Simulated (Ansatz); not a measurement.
**Fields on a plane of NbSi2 (CrSi2 type, space group P6_222)**

```
CELL_PARAMETERS angstrom
      4.81046     0.00000     0.00000
     -2.40523     4.16598     0.00000
      0.00000     0.00000     6.61846
ATOMIC_POSITIONS crystal
  Nb 0.50000 0.00000 0.00000
  Nb 0.50000 0.50000 0.33333
  Nb 0.00000 0.50000 0.66667
  Si 0.15931 0.31861 0.00000
  Si 0.84069 0.15931 0.33333
  Si 0.68139 0.84069 0.66667
  Si 0.84069 0.68139 0.00000
  Si 0.15931 0.84069 0.33333
  Si 0.31861 0.15931 0.66667
```

The slice is a (1 -1 0 0) plane (indices of the conventional cell) through the point (0.000, 0.500, 0.667) (fractional), spanned by u = [110] and v = [001] in vectors of this cell: u (4.81 Å) and v (6.62 Å, at 90° to u). It covers one period; positions are fractions (u, v).

Atoms on it: Nb at (0.50, 0.33); Nb at (0.00, 0.00). Other atoms lie within 1 Å of the plane.

The numbers are results of PBE (plane waves to 420 eV, PAW, scalar-relativistic; Ansatz, a program for electronic structure), not measurements. k mesh 11×11×7. Near the nuclei the fields are pseudised (PAW); where an atom keeps semicore shells as valence, they peak there. NbSi2 is run without spin polarisation. NbSi2 was relaxed with its symmetry unable to fall.

```
|xxxx9988220011333333333333331100228899xx|
|xx99995511001122221111112222110011559999|
|8888552211112222110000001122221111225588|
|3322111122444433110000001133444422111122|
|0000224466776644110000001144667766442200|
|2233557799997755220000002255779999775533|
|5555779999998866331111113366889999997755|
|5566889999998877553322335577889999998866|
|5566778888888877665544556677888888887766|
|3344667788888888886655668888888888776644|
|2222446688999999886655668899999988664422|
|0011336688999999775544557799999988663311|
|0000225577888866442211224466888877552200|
|0000113355665533110000001133556655331100|
|0000112233331111224455442211113333221100|
|0011112222110033779999997733001122221111|
|222222221100116699xxxxxx9966110011222222|
|334444331100228899xxxxxx9988220011334444|
|5555554422003388xxxxxxxxxx88330022445555|
|555555553311228899xxxxxx9988221133555555|
|5555555533111155889999998855111133555555|
|2222333333220011446677664411002233333322|
|0000111122331100001111110000113322111100|
|3322110011223322111100111122332211001122|
|8888662200223344443333334444332200226688|
|xx99996611113355555555555555331111669999|
|xxxx9988220022445555555555442200228899xx|
|xxxxxx883300224444554455444422003388xxxx|
```
Scale: ten equal steps from 0.11 (start of '0') to 0.78 (end of '9'), in the order '0123456789'. Values: electron localisation function (ELF). The map has 20 points along u (two characters each, u = 0 at the left) and 28 along v (v = 0 in the bottom row). Points within 0.5 Å of a nucleus are blanked (x), as the pseudised field means little there.

```
v \ u  0.00  0.10  0.20  0.30  0.40  0.50  0.60  0.70  0.80  0.90
-----  ----  ----  ----  ----  ----  ----  ----  ----  ----  ----
0.86   -0.1  -0.3  -0.5  -0.7  -0.8  -0.9  -0.8  -0.7  -0.5  -0.3
0.71   -0.6  -0.5  -0.4  -0.4  -0.6  -0.7  -0.6  -0.4  -0.4  -0.5
0.57   -0.8  -0.7  -0.5  -0.4  -0.5  -0.6  -0.5  -0.4  -0.5  -0.7
0.43   -0.8  -0.8  -0.7  -0.4   0.2   0.5   0.2  -0.4  -0.7  -0.8
0.29   -0.6  -0.6  -0.6  -0.2   0.6   0.7   0.6  -0.2  -0.6  -0.6
0.14   -0.1  -0.3  -0.6  -0.7  -0.6  -0.5  -0.6  -0.7  -0.6  -0.3
0.00    0.6   0.7  -0.1  -0.6  -0.6  -0.6  -0.6  -0.6  -0.1   0.7
```

Values: log₁₀ of the valence density in e/Å³. The scale is logarithmic, as a density can span decades between atoms and voids.
